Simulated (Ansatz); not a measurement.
## Phonons of NbAs (I4_1md)

```yaml
crystal:
  lattice:
    - [-1.71972, 1.71972, 5.79675]
    - [1.71972, -1.71972, 5.79675]
    - [1.71972, 1.71972, -5.79675]
  atoms:
    - { symbol: Nb, position: [0.74874, 0.74874, 0.00000] }
    - { symbol: Nb, position: [0.49874, 0.99874, 0.50000] }
    - { symbol: As, position: [0.16726, 0.16726, 0.00000] }
    - { symbol: As, position: [0.91726, 0.41726, 0.50000] }
```

Conventional cell: a = 3.439 Å, b = 3.439 Å, c = 11.594 Å, α = 90.00°, β = 90.00°, γ = 90.00°. Nb (atom 1) is surrounded by 6 As at 2.60 to 2.61 Å. Around As (atom 3) lie 6 Nb at 2.60 to 2.61 Å.

Level of theory, where no other is named: PBEsol, PAW on Ansatz 0.2.0's default frozen-core files (fitted under PBE), scalar-relativistic. k mesh 12×12×12, Fermi-Dirac smearing of 0.050 eV, cutoff 420 eV. The cell was relaxed by PAW under this functional.

Atoms are displaced by 0.0025 Å in the primitive cell, which gives the zone-centre modes alone. Negative values stand for unstable modes.

Question: Is the structure dynamically stable at these wave vectors?

Answer: Yes, no mode is unstable there; wave vectors off this mesh aren't tested.

Question: How do the optical zone-centre modes decompose, and which are active?

Answer: Point group 4mm: Γ_opt = 3E + 2B1 + A1.

```tsv
label	meV	activity	mostly
E	18.57	IR and Raman	As (53 %)
B1	28.44	Raman	Nb (90 %)
B1	30.90	Raman	As (90 %)
E	31.64	IR and Raman	Nb (54 %)
A1	33.35	IR and Raman	As (55 %)
E	33.45	IR and Raman	As (56 %)
```

In a metal the activity is that of symmetry alone; free carriers screen the infrared modes.

Question: The cell is scaled evenly to 66.517 and 70.631 Å³ (from 68.574), with free atoms relaxed and the shape held, so these aren't the values under hydrostatic pressure. What are the mode Grüneisen parameters γ = −d ln ω/d ln V?

Answer: For the highest mode, 286.3 cm⁻¹ in the small cell and 254.1 in the large one give γ ≈ 1.99. From the change of the dynamical matrix on each mode:

```
point   cm⁻¹     γ
Gamma  149.8  1.12
Gamma  229.4  1.44
Gamma  249.2  1.46
Gamma  255.2  1.96
Gamma  269.0  1.38
Gamma  269.8  2.00
```

Keep in mind: frozen-core PAW files fitted under PBE, their cores solved anew for the functional of the run; the gap is closed or tiny at this level, so small that the run used smearing; responses move with mesh and smearing; zone-boundary modes aren't tested; responses of metals move with mesh and smearing.
